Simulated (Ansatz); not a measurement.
A crystal relaxed with r2SCAN in the plane-wave code Ansatz has space group R-3m:H (No. 166) and a = 4.159 Å, c = 20.607 Å.

```json
{"atom": "Ge", "site": "3a", "x": "0.0000", "y": "0.0000", "z": "0.0000"}
{"atom": "Xx", "site": "3b", "x": "0.6667", "y": "0.3333", "z": "0.8333"}
{"atom": "Se", "site": "6c", "x": "0.3333", "y": "0.6667", "z": "0.9253"}
```

With r2SCAN the gap is 0.32 eV and direct, at F. PBE gives a direct gap of 0.12 eV at F. Meshes: r2SCAN 8×8×8, PBE 8×8×8.

Question: Which element is Xx?
A. Si
B. Sn
C. C
D. Pb

Answer: D. Xx is Pb: an ordered 4-atom cell of GePbSe2 on the rocksalt lattice (R-3m). Ge has 6 Se at 2.85 Å; Pb has 6 Se at 3.06 Å; Se has 3 Ge at 2.85 Å and 3 Pb at 3.06 Å.

These are computed values for a spin-unpolarised cell that may be hypothetical; none is a measurement.

Spin-orbit coupling is left out; in compounds of Pb, Bi, Tl or Hg it can lower a gap by up to about 1 eV, split its edges or invert the bands.
